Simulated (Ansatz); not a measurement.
A distorted cell of CrO2 (rutile):

```xyz
6
Lattice="4.4446 0.0000 0.0000 0.0000 4.4446 0.0000 0.0000 0.0000 2.9209" Properties=species:S:1:pos:R:3 pbc="T T T"
Cr     0.0000     0.0000     0.0000
Cr     2.6253     2.6253     1.4604
O      1.3493     1.3493     0.0000
O      3.5715     0.8730     1.4604
O      0.8730     3.5715     1.4604
O      3.0953     3.0953     0.0000
```

The numbers are results of PBE (plane waves to 420 eV, PAW, scalar-relativistic; Ansatz, a program for electronic structure), not measurements. k mesh 9×9×13 (Γ-centred), Fermi-Dirac smearing 0.05 eV. E stands for the smeared free energy. Stress and pressure are positive under compression. With partly filled bands, energies and forces of such displacements shift with the k mesh and the smearing. CrO2 is run spin-polarised and with no Hubbard U. CrO2 was relaxed with its symmetry unable to fall. Relaxed CrO2 ends ferromagnetic. Other magnetic orders were not checked, so this need not be the ground state.

### Question
Predict the force on every atom, in eV/Å.

### Answer
```
atom      Fx      Fy     Fz
----  ------  ------  -----
Cr1    3.832   3.832  0.000
Cr2   -8.085  -8.085  0.000
O3    -0.269  -0.269  0.000
O4    -0.260   0.456  0.000
O5     0.456  -0.260  0.000
O6     4.326   4.326  0.000
```

### Question
Give the stress tensor in GPa and the pressure.

### Answer
```
    0.6      5.1      0.0
    5.1      0.6      0.0
    0.0      0.0     55.7
```
The pressure, a third of the trace, is 19.0 GPa.

### Question
In it atom 2 sits (0.403, 0.403, 0.000) Å away from its relaxed site. What is its energy relative to the relaxed cell?

### Answer
3656 meV/cell.

(For displaced atoms, the force is minus the slope of the energy, and its curvature is a force constant, which sets phonon frequencies.)
